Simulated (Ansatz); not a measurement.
A 12-atom cell of TiSn3O8 built on the rutile structure, 12 atoms and 102 valence electrons in a cell of about 140 Å³, was run 10 times in the PAW code Ansatz, each time on 1 × NVIDIA H100 80GB HBM3 with 2 threads of AMD EPYC 7R13 Processor (Zen 3), with other jobs on the host. The times are single readings and vary with the host's load.

| run | k mesh | irreducible k | cutoff (eV) | plane waves | bands | SCF iterations | wall time | peak host memory (GiB) |
| --- | --- | --- | --- | --- | --- | --- | --- | --- |
| relaxation, PBE | 6×6×4 | 39 | 420 | 2829 | 63 | 63 | ? | ? |
| relaxation, r2SCAN | 6×6×4 | 39 | 500 | 3587 | 63 | 42 | ? | ? |
| bands, PBE | 6×6×4 | 39 | 420 | 2757 | 58 | 8 | 33 s | 1.3 |
| single point, r2SCAN | 6×6×4 | 39 | 500 | 3587 | 58 | 9 | 41 s | 1.3 |
| single point, HSE06 | 4×4×2 | 14 | 420 | 2757 | 58 | 21 | 2.3 min | 2.5 |
| single point, PBE+SOC | 6×6×4 | 39 | 420 | 2757 | 116 | 11 | 38 s | 1.3 |
| field response, r2SCAN | 4×4×4 | 36 | 500 | 3587 | 63 | 16 | ? | ? |
| relaxation, PBEsol | 6×6×4 | 39 | 420 | 2757 | 63 | 49 | ? | ? |
| Γ phonons, PBEsol | 4×4×4 | 36 | 420 | 2757 | 63 | 19 | ? | ? |
| single point, PBE0 | 4×4×2 | 14 | 420 | 2757 | 58 | 23 | 2.1 min | 2.5 |

(1) Estimate the missing times and memories.

Results:

(1)
```tsv
run	wall time	peak host memory (GiB)
field response, r2SCAN	3 min	3.3
Γ phonons, PBEsol	2.1 min	2.9
relaxation, PBE	50 s	1.2
relaxation, r2SCAN	37 s	1.2
relaxation, PBEsol	53 s	1.2
```

Only the levels marked +SOC include spin-orbit coupling.
